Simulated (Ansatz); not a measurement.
Cu3Sn:
```xyz
8
Lattice="5.5148 0.0000 0.0000 -2.7574 4.7760 0.0000 0.0000 0.0000 4.2662" Properties=species:S:1:pos:R:3 pbc="T T T"
Cu    -1.4721     4.0339     3.1997
Cu     4.2295     0.7421     1.0666
Cu     1.2853     0.7421     1.0666
Cu     1.4721     4.0339     3.1997
Cu     0.0000     1.4842     3.1997
Cu     2.7574     3.2918     1.0666
Sn     0.0000     3.1840     1.0666
Sn     2.7574     1.5920     3.1997
```

Relaxed with r²SCAN. Special points in fractions of this cell's reciprocal vectors: Γ (0.000, 0.000, 0.000); M (0.500, 0.000, 0.000); K (0.333, 0.333, 0.000); A (0.000, 0.000, 0.500); L (0.500, 0.000, 0.500); H (0.333, 0.333, 0.500).

Question: List the band energies nearest the Fermi level at these points for DFT-r²SCAN with spin–orbit coupling in the program Ansatz with PAW potentials.

Answer: In eV from the Fermi level; about four levels below and three above (degenerate sets whole), none deeper than 8.9 eV; points with the same levels are listed once.

```csv
k,below,above
Γ,-1.14 -1.14 -1.00 -1.00,1.18 1.18 3.17 3.17
M,-2.33 -2.33 -1.90 -1.90,0.18 0.18 0.34 0.34
K,-0.38 -0.38 -0.33 -0.33,0.09 0.09 0.87 0.87
A,-1.80 -1.80 -1.80 -1.80,0.56 0.56 0.56 0.56
L,-1.40 -1.40 -1.40 -1.40,4.32 4.32 4.32 4.32
H,-2.27 -2.27 -2.27 -2.27,0.70 0.70 0.77 0.77
```

Space group P6_3/mmc. The first step of the workflow began from a Materials Project structure, measured or hypothetical; the Crystallography Open Database copy checked does not list it. COD files the formula under space group No. 59, 63, so this cell is another polymorph or a model. Its standing as an ambient phase is unchecked. The cell was relaxed with r²SCAN under the symmetry of its start; whether a distortion lowers the energy is not shown. No spin polarisation was allowed.

Potentials: the later of the program's two PAW sets.
